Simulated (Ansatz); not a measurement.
An Ansatz (a program for electronic structure) input:

Ansatz 0.2 input:
```yaml
crystal:
  lattice:
    - [5.1988899442, 0.0, 0.0]
    - [-2.5994449721, 4.5023707632, 0.0]
    - [0.0, 0.0, 8.0455239721]
  atoms:
    - { symbol: Ta, position: [0.0, 0.0, 0.0] }
    - { symbol: Tl, position: [0.0, 0.0, 0.5] }
    - { symbol: P, position: [0.3333333333, 0.6666666667, 0.2192290565] }
    - { symbol: P, position: [0.6666666667, 0.3333333333, 0.7807709435] }
    - { symbol: O, position: [0.8250123362, 0.6500246725, 0.857012165] }
    - { symbol: O, position: [0.3499753275, 0.1749876638, 0.857012165] }
    - { symbol: O, position: [0.8250123362, 0.1749876638, 0.857012165] }
    - { symbol: O, position: [0.6500246725, 0.8250123362, 0.142987835] }
    - { symbol: O, position: [0.1749876638, 0.3499753275, 0.142987835] }
    - { symbol: O, position: [0.1749876638, 0.8250123362, 0.142987835] }
    - { symbol: O, position: [0.3333333333, 0.6666666667, 0.4027058766] }
    - { symbol: O, position: [0.6666666667, 0.3333333333, 0.5972941234] }
kpoints:
  mp_grid: { grid: [4, 4, 2] }
hamiltonian:
  xc: hse06
  pseudopotentials: { kind: paw }
scf:
  n_extra_bands: 12
  occupations: { method: fixed }
output:
  eigenvalues: true
  eigenstates:
    e_range: [-9.0, 13.4]
    kpoints:
      - [0.0, 0.5, 0.5]  # VBM
      - [0.0, 0.0, 0.0]  # CBM
```

Question: How many symmetry operations and irreducible k-points will the run report?

Answer: 12 operations, 8 of 32 k-points.

Question: With a cutoff of 420 eV, how many plane waves at Γ?

Answer: 3633.

It took around 5 core-minutes (rough) on shared server cores.

The points marked VBM and CBM come from a semilocal run.

Space group P-3m1. The workflow started from a Materials Project entry (that database holds measured and hypothetical structures alike); the Crystallography Open Database copy checked does not list it. Its standing as an ambient phase is unchecked. The r²SCAN+D4 relaxation kept the symmetry of its start; its stability against distortions is not shown here. No spin polarisation was allowed. Scalar-relativistic: spin–orbit coupling is off unless named, which matters more the heavier the elements.

Potentials: the later of the program's two PAW sets.

Ansatz is a plane-wave DFT program.
